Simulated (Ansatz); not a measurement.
## Profile along the Sc–Sc line in Sc (hcp, Mg type)

Sc (hcp, Mg type)

```cif
data_Sc2
_chemical_formula_sum 'Sc2'
_space_group_name_H-M_alt 'P 1'
_space_group_IT_number 1
_cell_length_a 3.33109
_cell_length_b 3.33109
_cell_length_c 5.19433
_cell_angle_alpha 90.000
_cell_angle_beta 90.000
_cell_angle_gamma 120.000
loop_
_space_group_symop_operation_xyz
  'x, y, z'
loop_
_atom_site_label
_atom_site_type_symbol
_atom_site_fract_x
_atom_site_fract_y
_atom_site_fract_z
_atom_site_occupancy
Sc1 Sc 0.33333 0.66667 0.75000 1
Sc2 Sc 0.66667 0.33333 0.25000 1
```

Fields along a shortest Sc–Sc line of a (1 -1 0 0) plane (3.33 Å), from Sc to Sc, interpolated on the slice's grid (step about 0.2 Å). All values below come from r2SCAN (plane waves to 500 eV, PAW, scalar-relativistic; Ansatz, an electronic-structure program). k mesh 16×16×9. Near the nuclei the fields are pseudised (PAW); where an atom keeps semicore shells as valence, they peak there. Sc is run without spin polarisation. Sc was relaxed with its symmetry unable to fall. The PAW data are Ansatz's earlier set.

```json
[
 {"distance from Sc (Å)": "0.00", "valence electron density (e/Å³)": "8.88", "electron localisation function": "x"},
 {"distance from Sc (Å)": "0.33", "valence electron density (e/Å³)": "6.99", "electron localisation function": "x"},
 {"distance from Sc (Å)": "0.67", "valence electron density (e/Å³)": "2.26", "electron localisation function": "0.69"},
 {"distance from Sc (Å)": "1.00", "valence electron density (e/Å³)": "0.32", "electron localisation function": "0.22"},
 {"distance from Sc (Å)": "1.33", "valence electron density (e/Å³)": "0.13", "electron localisation function": "0.11"},
 {"distance from Sc (Å)": "1.67", "valence electron density (e/Å³)": "0.11", "electron localisation function": "0.31"},
 {"distance from Sc (Å)": "2.00", "valence electron density (e/Å³)": "0.13", "electron localisation function": "0.11"},
 {"distance from Sc (Å)": "2.33", "valence electron density (e/Å³)": "0.32", "electron localisation function": "0.22"},
 {"distance from Sc (Å)": "2.66", "valence electron density (e/Å³)": "2.26", "electron localisation function": "0.69"},
 {"distance from Sc (Å)": "3.00", "valence electron density (e/Å³)": "6.99", "electron localisation function": "x"},
 {"distance from Sc (Å)": "3.33", "valence electron density (e/Å³)": "8.88", "electron localisation function": "x"}
]
```

x: too close to a nucleus for the ELF to mean much.

Density on the Sc–Sc line (3.33 Å) at its midpoint: 0.11 e/Å³. ELF at that point: 0.3.
